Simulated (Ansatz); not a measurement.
AlB2W2 in space group Cmmm (No. 65; Al on 2a, W on 4j, B on 4i) at seven volumes, plane-wave PAW r²SCAN (Ansatz code), shape and atoms relaxed at each. One row is withheld.

```csv
V (Å³/atom),P (GPa)
10.085,31.10
10.418,19.03
10.750,?
11.083,0.00
11.415,-7.45
11.748,-13.77
12.080,-19.10
```

### Question
Fit the shown pressures and predict the withheld one.

### Answer
Third-order Birch–Murnaghan: P = (3/2)B₀(x^(7/2) − x^(5/2))[1 + (3/4)(B′ − 4)(x − 1)] with x = (V₀/V)^(2/3). Least squares on the six rows gives V₀ = 11.083 Å³/atom, B₀ = 268.0 GPa, B′ = 4.39. At V = 10.750, x = 1.0205 and P = 8.74 GPa. The run itself gave 8.72 GPa.

The start of the workflow was typed in or built on a structure type; neither database checked (COD, Materials Project) lists it. Its standing as an ambient phase is unchecked. Symmetry was held in the r²SCAN relaxation; its stability against distortions is not shown here. The run is not spin-polarised. Scalar-relativistic: spin–orbit coupling is off unless named, which matters more the heavier the elements.

Potentials: the earlier of the program's two PAW sets.
